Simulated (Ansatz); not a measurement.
NbN (rock salt)

```
NbN
1.0
    0.00000     2.19004     2.19004
    2.19004     0.00000     2.19004
    2.19004     2.19004     0.00000
N Nb
1 1
Direct
  0.00000   0.00000   0.00000
  0.50000   0.50000   0.50000
```

The slice is a {111} plane (indices of the conventional cell) through the point (0.000, 0.000, 0.000) (fractional), spanned by u = [100] and v = [-1 2 0] in vectors of this cell: u (3.10 Å) and v (5.36 Å, at 90° to u). It covers one period; positions are fractions (u, v).

Method: PBEsol (plane waves to 420 eV, PAW, scalar-relativistic; Ansatz, a program for electronic structure). k mesh 18×18×18. Near the nuclei the fields are pseudised (PAW); where an atom keeps semicore shells as valence, they peak there. NbN is run without spin polarisation. NbN was relaxed with its symmetry unable to fall. This is a high-temperature form of NbN.

**Question.** Sketch the valence electron density on this plane as a map.

**Answer.** 
```
|@@@@%%##==::..      ..::==##@@@@|
|@@@@##++--::          ::--++##@@|
|####++==::..          ..::==++##|
|++==--::..              ..::--==|
|::::::..                  ..::::|
|....                          ..|
|                                |
|              ......            |
|          ..::::::::::..        |
|        ..::--==++==--::..      |
|      ..::==++######++==::..    |
|      ::--++##@@@@@@##++--::    |
|    ..::==##%%@@@@@@@@##==::..  |
|    ..::==##@@@@@@@@@@##==::..  |
|    ..::==##@@@@@@@@%%##==::..  |
|      ::--++##@@@@@@##++--::    |
|      ..::==++######++==::..    |
|        ..::--==++==--::..      |
|          ..::::::::::..        |
|              ......            |
|                                |
|....                          ..|
|::::::..                  ..::::|
|++==--::..              ..::--==|
|####++==::..          ..::==++##|
|@@@@##++--::          ::--++##@@|
|@@@@@@##==::..      ..::==##%%@@|
|@@@@@@##==::..      ..::==##@@@@|
```
Scale: ten equal steps from -0.64 (start of ' ') to 0.55 (end of '@'), in the order ' .:-=+*#%@'. Values: log₁₀ of the valence density in e/Å³. The map has 16 points along u (two characters each, u = 0 at the left) and 28 along v (v = 0 in the bottom row). The scale is logarithmic, as a density can span decades between atoms and voids.
